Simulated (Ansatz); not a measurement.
Geometry optimisation in Ansatz: input, command and trajectory.

```yaml
crystal:
  lattice:
    - [4.1663374226, 0.0, 0.0]
    - [0.0, 4.1663374226, 0.0]
    - [0.0, 0.0, 4.1663374226]
  atoms:
    - { symbol: Zr, position: [0.0, 0.5, 0.5] }
    - { symbol: Zr, position: [0.5, 0.0, 0.5] }
    - { symbol: Zr, position: [0.5, 0.5, 0.0] }
    - { symbol: Mo, position: [0.0, 0.0, 0.0] }
    - { symbol: Rh, position: [0.5, 0.5, 0.5] }
basis:
  ecutwfc: 420
kpoints:
  mp_grid: { grid: [4, 4, 4] }
hamiltonian:
  xc: pbe
scf:
  occupations: { method: gaussian, width: 0.1 }
  lower_state_search: "off"
output:
  forces: true
  stress: true
  eigenvalues: true
relax:
  adjacent_minimum: "off"
  f_tol: 0.04
  max_steps: 70
  cell: { stress_tol: 0.4 }
```

```bash
ansatz run input.yaml --threads 1 --pin off --max-ram 2560MiB --backend cpu --events-out ev --progress --plain --runs-dir out
```

Theory: Ansatz 0.2.0, DFT PBE, scalar-relativistic, plane waves, PAW.

Of 10 frames 10 are shown, positions in Å and forces in eV/Å; the SCF threshold varies from step to step. Steps run on the plane waves of an earlier cell, with a Pulay correction in the pressure. The basis is chosen afresh for the last frame, the zero of the energies, and at times for earlier ones too; energy and pressure can step there, also at an unchanged geometry. Here that happened at step 7 (-46 meV/atom, 2.9 GPa); frames between the last choice of the basis and such a step carry an error that grows, as the cell changes, to that size.

```xyz
5
Lattice="4.1663 0.0000 0.0000 0.0000 4.1663 0.0000 0.0000 0.0000 4.1663" Properties=species:S:1:pos:R:3:forces:R:3 pbc="T T T" step=1 free_energy_over_end_meV_per_atom=2722.02 pressure_GPa=137.26
Zr    0.0000    2.0832    2.0832    0.0000    0.0000    0.0000
Zr    2.0832    0.0000    2.0832    0.0000    0.0000    0.0000
Zr    2.0832    2.0832    0.0000    0.0000    0.0000    0.0000
Mo    0.0000    0.0000    0.0000    0.0000    0.0000    0.0000
Rh    2.0832    2.0832    2.0832    0.0000    0.0000    0.0000
5
Lattice="4.3694 0.0000 0.0000 0.0000 4.3694 0.0000 0.0000 0.0000 4.3694" Properties=species:S:1:pos:R:3:forces:R:3 pbc="T T T" step=2 free_energy_over_end_meV_per_atom=1296.76 pressure_GPa=75.03
Zr    0.0000    2.1847    2.1847    0.0000    0.0000    0.0000
Zr    2.1847    0.0000    2.1847    0.0000    0.0000    0.0000
Zr    2.1847    2.1847    0.0000    0.0000    0.0000    0.0000
Mo    0.0000    0.0000    0.0000    0.0000    0.0000    0.0000
Rh    2.1847    2.1847    2.1847    0.0000    0.0000    0.0000
5
Lattice="4.5726 0.0000 0.0000 0.0000 4.5726 0.0000 0.0000 0.0000 4.5726" Properties=species:S:1:pos:R:3:forces:R:3 pbc="T T T" step=3 free_energy_over_end_meV_per_atom=472.81 pressure_GPa=36.42
Zr    0.0000    2.2863    2.2863    0.0000    0.0000    0.0000
Zr    2.2863    0.0000    2.2863    0.0000    0.0000    0.0000
Zr    2.2863    2.2863    0.0000    0.0000    0.0000    0.0000
Mo    0.0000    0.0000    0.0000    0.0000    0.0000    0.0000
Rh    2.2863    2.2863    2.2863    0.0000    0.0000    0.0000
5
Lattice="4.7757 0.0000 0.0000 0.0000 4.7757 0.0000 0.0000 0.0000 4.7757" Properties=species:S:1:pos:R:3:forces:R:3 pbc="T T T" step=4 free_energy_over_end_meV_per_atom=101.88 pressure_GPa=10.59
Zr    0.0000    2.3878    2.3878    0.0000    0.0000    0.0000
Zr    2.3878    0.0000    2.3878    0.0000    0.0000    0.0000
Zr    2.3878    2.3878    0.0000    0.0000    0.0000    0.0000
Mo    0.0000    0.0000    0.0000    0.0000    0.0000    0.0000
Rh    2.3878    2.3878    2.3878    0.0000    0.0000    0.0000
5
Lattice="4.8700 0.0000 0.0000 0.0000 4.8700 0.0000 0.0000 0.0000 4.8700" Properties=species:S:1:pos:R:3:forces:R:3 pbc="T T T" step=5 free_energy_over_end_meV_per_atom=52.80 pressure_GPa=1.79
Zr    0.0000    2.4350    2.4350    0.0000    0.0000    0.0000
Zr    2.4350    0.0000    2.4350    0.0000    0.0000    0.0000
Zr    2.4350    2.4350    0.0000    0.0000    0.0000    0.0000
Mo    0.0000    0.0000    0.0000    0.0000    0.0000    0.0000
Rh    2.4350    2.4350    2.4350    0.0000    0.0000    0.0000
5
Lattice="4.8920 0.0000 0.0000 0.0000 4.8920 0.0000 0.0000 0.0000 4.8920" Properties=species:S:1:pos:R:3:forces:R:3 pbc="T T T" step=6 free_energy_over_end_meV_per_atom=51.37 pressure_GPa=-0.11
Zr    0.0000    2.4460    2.4460    0.0000    0.0000    0.0000
Zr    2.4460    0.0000    2.4460    0.0000    0.0000    0.0000
Zr    2.4460    2.4460    0.0000    0.0000    0.0000    0.0000
Mo    0.0000    0.0000    0.0000    0.0000    0.0000    0.0000
Rh    2.4460    2.4460    2.4460    0.0000    0.0000    0.0000
5
Lattice="4.8920 0.0000 0.0000 0.0000 4.8920 0.0000 0.0000 0.0000 4.8920" Properties=species:S:1:pos:R:3:forces:R:3 pbc="T T T" step=7 free_energy_over_end_meV_per_atom=5.00 pressure_GPa=2.76
Zr    0.0000    2.4460    2.4460    0.0000    0.0000    0.0000
Zr    2.4460    0.0000    2.4460    0.0000    0.0000    0.0000
Zr    2.4460    2.4460    0.0000    0.0000    0.0000    0.0000
Mo    0.0000    0.0000    0.0000    0.0000    0.0000    0.0000
Rh    2.4460    2.4460    2.4460    0.0000    0.0000    0.0000
5
Lattice="4.9243 0.0000 0.0000 0.0000 4.9243 0.0000 0.0000 0.0000 4.9243" Properties=species:S:1:pos:R:3:forces:R:3 pbc="T T T" step=8 free_energy_over_end_meV_per_atom=0.34 pressure_GPa=0.56
Zr    0.0000    2.4621    2.4621    0.0000    0.0000    0.0000
Zr    2.4621    0.0000    2.4621    0.0000    0.0000    0.0000
Zr    2.4621    2.4621    0.0000    0.0000    0.0000    0.0000
Mo    0.0000    0.0000    0.0000    0.0000    0.0000    0.0000
Rh    2.4621    2.4621    2.4621    0.0000    0.0000    0.0000
5
Lattice="4.9327 0.0000 0.0000 0.0000 4.9327 0.0000 0.0000 0.0000 4.9327" Properties=species:S:1:pos:R:3:forces:R:3 pbc="T T T" step=9 free_energy_over_end_meV_per_atom=0.15 pressure_GPa=0.02
Zr    0.0000    2.4664    2.4664    0.0000    0.0000    0.0000
Zr    2.4664    0.0000    2.4664    0.0000    0.0000    0.0000
Zr    2.4664    2.4664    0.0000    0.0000    0.0000    0.0000
Mo    0.0000    0.0000    0.0000    0.0000    0.0000    0.0000
Rh    2.4664    2.4664    2.4664    0.0000    0.0000    0.0000
5
Lattice="4.9327 0.0000 0.0000 0.0000 4.9327 0.0000 0.0000 0.0000 4.9327" Properties=species:S:1:pos:R:3:forces:R:3 pbc="T T T" step=10 free_energy_over_end_meV_per_atom=0.00 pressure_GPa=0.01
Zr    0.0000    2.4664    2.4664    0.0000    0.0000    0.0000
Zr    2.4664    0.0000    2.4664    0.0000    0.0000    0.0000
Zr    2.4664    2.4664    0.0000    0.0000    0.0000    0.0000
Mo    0.0000    0.0000    0.0000    0.0000    0.0000    0.0000
Rh    2.4664    2.4664    2.4664    0.0000    0.0000    0.0000
```

The start puts this composition into another compound's structure type, which needn't suit it. The cell swells from 14.5 to 24.0 Å³ an atom, so the end can be far from any stable crystal. At the end the space group is Pm-3m (tolerance 0.05 Å).

The run took 45 s on 1 thread of Arm Neoverse N1, with other jobs on the host, peak memory 0.41 GiB.

The k mesh is coarse.